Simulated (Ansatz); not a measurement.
Starting cell, CsSnI3 (cubic perovskite):

```yaml
crystal:
  lattice:
    - [6.27175, 0.00000, 0.00000]
    - [0.00000, 6.27175, 0.00000]
    - [0.00000, 0.00000, 6.27175]
  atoms:
    - { symbol: Cs, position: [0.00000, 0.00000, 0.00000] }
    - { symbol: Sn, position: [0.50000, 0.50000, 0.50000] }
    - { symbol: I, position: [0.00000, 0.50000, 0.50000] }
    - { symbol: I, position: [0.50000, 0.50000, 0.00000] }
    - { symbol: I, position: [0.50000, 0.00000, 0.50000] }
```

In this cell atom 2 (Sn, nearest neighbour I at 3.136 Å; its periodic images, 6.3 Å or more away, move with it) is moved by u·(1.000, 0.000, 0.000) + v·(0.000, 1.000, 0.000); the rest is frozen.

All values below come from PBE (plane waves to 420 eV, PAW, scalar-relativistic; Ansatz, a first-principles code). k mesh 5×5×5 (Γ-centred), Fermi-Dirac smearing 0.05 eV. Energies are smeared free energies. CsSnI3 was relaxed with its symmetry unable to fall. Spin-orbit coupling is left out, though I is heavy. This is a high-temperature form of CsSnI3. ΔE is measured from the undisplaced structure. Axes are in Å.

Q: Give the computed ΔE (eV/cell) at all points of the grid u = -0.470, -0.235, 0.000, 0.235, 0.470 by v = -0.470, -0.235, 0.000, 0.235, 0.470.

A: ΔE (eV/cell), with u across and v down:

```csv
v \ u,-0.470,-0.235,0.000,0.235,0.470
-0.470,0.478,0.278,0.251,0.278,0.478
-0.235,0.278,0.055,0.026,0.055,0.278
0.000,0.251,0.026,0.000,0.026,0.251
0.235,0.278,0.055,0.026,0.055,0.278
0.470,0.478,0.278,0.251,0.278,0.478
```

(A displaced cell: forces are minus the slopes of the energy, force constants its curvatures, and phonons follow from these.)
